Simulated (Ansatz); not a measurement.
Input:

AlCuSnS₄:
Space group Imma (No. 74); a = 7.0556 Å, b = 7.1733 Å, c = 10.0480 Å, α = 90.00°, β = 90.00°, γ = 90.00°

```json
[
 {"atom": "Al", "site": "4d", "symmetry": ".2/m.", "x": "0.2500", "y": "0.2500", "z": "0.7500"},
 {"atom": "Cu", "site": "4e", "symmetry": "mm2", "x": "0.0000", "y": "0.2500", "z": "0.3675"},
 {"atom": "Sn", "site": "4a", "symmetry": "2/m..", "x": "0.0000", "y": "0.0000", "z": "0.0000"},
 {"atom": "S", "site": "8i", "symmetry": ".m.", "x": "0.2462", "y": "0.2500", "z": "0.5095"},
 {"atom": "S", "site": "8h", "symmetry": "m..", "x": "0.0000", "y": "0.0192", "z": "0.7488"}
]
```
(The calculation used a cell of 14 atoms; values per cell refer to that cell.)

This is the LDA-relaxed structure.

Task: All from LDA in the plane-wave PAW code Ansatz, unless another level is named. Estimate the band gap.

Result: 0.61 eV (indirect).

Task: Give the electron effective mass.

Result: 0.18, 0.28, 0.40 mₑ (principal values).

Task: Next, the smallest direct gap on the standard path?

Result: 0.65 eV.

Task: Give the formation energy from the elements (no fitted shifts).

Result: -721 meV/atom.

Task: Next, the weight of the conduction-edge state by species (Voronoi cells)?

Result: S 55 %, Sn 21 %, Cu 20 %, Al 4 %.

Task: Give the weight of the valence-edge state by species (Voronoi cells).

Result: S 57 %, Cu 37 %, Al 3 %, Sn 3 %.

The first step of the workflow began from a Materials Project structure, measured or hypothetical; the Crystallography Open Database copy checked does not list it. Its standing as an ambient phase is unchecked. The cell was relaxed with LDA under the symmetry of its start; whether a distortion lowers the energy is not shown. The run is not spin-polarised. The references are the lowest solids computed at this level, not always the standard phases. Spin–orbit coupling is left out wherever it is not named.

Potentials: the later of the program's two PAW sets.
